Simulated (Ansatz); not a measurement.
YSi2 in space group I4_1/amd (No. 141; Y on 4a, Si on 8e), the program Ansatz at the PBEsol level (PAW), all energies at zero smearing, with the estimated change up to a 700 eV cutoff added, with one set of potentials and settings (totals compare only within such a set). Cell of 6 atoms (2 Y, 4 Si): -10079.909 eV.

```csv
element,reference phase,E (eV/atom)
Y,"P6_3/mmc, 2 atoms in the cell",-3795.0735
Si,"Fd-3m, 2 atoms in the cell",-621.4920
```

Formation energy per atom, worked out: (-10079.909 − 2×(-3795.0735) − 4×(-621.4920))/6 = -0.632 eV/atom (-61 kJ per mol of atoms), at 0 K, without zero-point energy or fitted corrections.

The first step of the workflow began from a Materials Project structure, measured or hypothetical; the Crystallography Open Database copy checked does not list it. COD files the formula under space group No. 191, so this cell is another polymorph or a model. Its standing as an ambient phase is unchecked. Symmetry was held in the PBEsol relaxation; of distortions, only those at the zone centre were tested. No spin polarisation was allowed. The references are the lowest solids computed at this level, not always the standard phases.

Potentials: the later of the program's two PAW sets.
